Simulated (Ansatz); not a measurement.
# Convergence of NbCd3 with the plane-wave cutoff

These are results of Ansatz 0.2.0, DFT PBE, scalar-relativistic, plane waves, PAW, not measurements.

```yaml
crystal:
  lattice:
    - [4.12758, 0.02978, 0.01517]
    - [0.02978, 4.21665, 0.08258]
    - [0.01517, 0.08258, 4.20259]
  atoms:
    - { symbol: Nb, position: [0.98618, 0.04030, 0.98392] }
    - { symbol: Cd, position: [0.02222, 0.53952, 0.50314] }
    - { symbol: Cd, position: [0.46283, 0.01069, 0.47843] }
    - { symbol: Cd, position: [0.53587, 0.53736, 0.94700] }
```

- Γ-centred k-mesh: 8×8×8
- occupation rule: Gaussian smearing, 0.1 eV
- spin treatment: unpolarised
- valence charge of the PAW sets: Nb 13, Cd 20

The atoms are held and the plane-wave cutoff is swept. Energies are extrapolated to zero smearing and count from the reference run, 420 eV. The cell was strained and its atoms displaced at random, so that forces don't vanish. Pressure is positive in compression and holds a correction for the finite cutoff (Pulay stress).

```tsv
cutoff (eV)	ΔE (meV/atom)	P (GPa)	largest change of a force component (eV/Å)	plane waves at Γ
200	10324	19.67	1.272	465
250	1260	13.81	0.208	659
300	99.9	13.04	0.024	859
420	0.00	13.10	0.000	1409
```